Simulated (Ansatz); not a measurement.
Relaxed candidate structures of Mo:

A. Cmcm (No. 63), oS4, AFLOW prototype A_oC4_63_c (A20); a = 2.557 Å, b = 5.370 Å, c = 4.639 Å, α = 90.00°, β = 90.00°, γ = 90.00°; Mo 4c (0.000, 0.143, 0.750)

B. P6/mmm (No. 191), hP3; a = 5.2001 Å, b = 5.2001 Å, c = 2.5460 Å, α = 90.00°, β = 90.00°, γ = 120.00°; Mo 3g (0.500, 0.500, 0.500)

C. P6₃/mmc (No. 194), hP2, hcp (Mg type); a = b = 2.7364 Å, c = 4.9233 Å, α = β = 90.00°, γ = 120.00°; Mo 2d (0.667, 0.333, 0.250)

D. R-3m, hexagonal axes (No. 166), hR2; a = b = 2.7453 Å, c = 14.9391 Å, α = β = 90.00°, γ = 120.00°; Mo 6c (0.000, 0.000, 0.086)

E. Pm-3m (No. 221), cP1, AFLOW prototype A_cP1_221_a (A_h); a = b = c = 2.586 Å, α = β = γ = 90.00°; Mo 1b (0.500, 0.500, 0.500)

F. I4/mmm (No. 139), tI4, AFLOW prototype A_tI4_139_e (as in Si); a = b = 3.131 Å, c = 7.475 Å, α = β = γ = 90.00°; Mo 4e (0.000, 0.000, 0.161)

Q: Put the candidates in order of energy per atom, lowest first, for r2SCAN (plane waves to 500 eV, PAW, scalar-relativistic; Ansatz, a first-principles code).

A: A (reference), C (+0.09 eV/atom), D (+0.37 eV/atom), F (+0.59 eV/atom), E (+0.81 eV/atom), B (+1.10 eV/atom)

The lowest structure calculated, Im-3m, cI2, bcc (W type), is not among these; it lies 0.40 eV/atom below the lowest of them. Probably no minimum, since a slightly shaken restart fell lower: R-3m, hR2 (by 0.52 eV/atom, to Fddd); Pm-3m, cP1, AFLOW prototype A_cP1_221_a (A_h) (by 1.22 eV/atom, to Im-3m). Each run could gain symmetry but not lose that of its start, so entries can be saddle points. All of these are generated cells (placed on structure types, drawn at random, substituted or restacked) that were not matched to a known phase here. Energies are at zero temperature and pressure, without zero-point motion. Each cell has its own k-point mesh; energy differences are given only to the digits this allows. No spin polarisation in the result.
